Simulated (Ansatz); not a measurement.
Relax this structure to zero stress and force, keeping its symmetry:

```cif
data_structure
_symmetry_space_group_name_H-M 'P4/nmm:1'
_symmetry_Int_Tables_number 129
_cell_length_a 4.1123
_cell_length_b 4.1123
_cell_length_c 9.8090
_cell_angle_alpha 90.000
_cell_angle_beta 90.000
_cell_angle_gamma 90.000
_cell_volume 165.88
loop_
_atom_site_label
_atom_site_type_symbol
_atom_site_symmetry_multiplicity
_atom_site_Wyckoff_symbol
_atom_site_fract_x
_atom_site_fract_y
_atom_site_fract_z
_atom_site_occupancy
Y1 Y 2 c 0.50000 0.00000 0.25563 1
Si1 Si 2 b 0.00000 0.00000 0.50000 1
Si2 Si 2 c 0.50000 0.00000 0.86942 1
Ir1 Ir 2 a 0.00000 0.00000 0.00000 1
Ir2 Ir 2 c 0.50000 0.00000 0.62819 1
```

These are results of DFT r2SCAN, scalar-relativistic, plane waves, PAW (Ansatz), not measurements.

Plane waves to 500 eV, a k mesh through Γ of 10×10×4 on the computed 10-atom cell and Gaussian smearing (0.10 eV); no spin polarisation.

Q: What does it relax to?

A: The volume falls by 0.02 Å³/atom to 16.57 Å³/atom, and the energy falls by 0.1 meV/atom. Final structure:
```
Y Si Ir
1.0
     4.11136    0.00000    0.00000
     0.00000    4.11136    0.00000
     0.00000    0.00000    9.80353
Y Si Ir
2 4 4
Cartesian
  2.0557 0.0000 2.4941
  0.0000 2.0557 7.3094
  0.0000 0.0000 4.9018
  2.0557 2.0557 4.9018
  2.0557 0.0000 8.5242
  0.0000 2.0557 1.2794
  0.0000 0.0000 0.0000
  2.0557 2.0557 0.0000
  2.0557 0.0000 6.1613
  0.0000 2.0557 3.6422
```

Spin–orbit coupling is left out, which can shift energies with elements as heavy as these.

Cost: 1 run of about 3 core-minutes, on Oxide Virtual Turin-like Processor (Zen 5) (shared hosts).